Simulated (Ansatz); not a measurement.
## Two-dimensional strain map in TeRh

Level of theory: DFT r2SCAN, scalar-relativistic, plane waves, PAW (Ansatz). Cutoff 500 eV, Γ-centred 12×12×8 k-points, Gaussian smearing of 0.15 eV. No spin polarisation. Energies are free energies at this smearing, counted from the undisturbed cell; pressure is positive in compression.

Zero of the scan (as given, not relaxed at this level; it stands at 3.4 GPa, and it needn't be the usual structure):

```
Te Rh
1.0
     3.99000    0.00000    0.00000
    -1.99500    3.45544    0.00000
     0.00000    0.00000    5.66000
Te Rh
2 2
Direct
  0.33333 0.66667 0.25000
  0.66667 0.33333 0.75000
  0.00000 0.00000 0.00000
  0.00000 0.00000 0.50000
```

The cell is strained by p along both x and y and by q along z, fractional coordinates fixed. Points are written (p, q).

Energy above the undisturbed cell in meV/atom (a dash: not computed):

| p \ q | -0.050 | -0.025 | 0.000 | 0.025 | 0.050 |
| --- | --- | --- | --- | --- | --- |
| -0.050 | 313.5 | 223.3 | 158.1 | ? | 81.9 |
| -0.025 | 151.3 | – | – | – | – |
| 0.000 | 62.3 | – | 0.0 | – | 8.5 |
| 0.050 | ? | – | 46.5 | – | ? |

(1) Fill in the withheld energies.

## Answers

(1) (-0.050, 0.025): 112.2; (0.050, -0.050): 49.4; (0.050, 0.050): 105.0.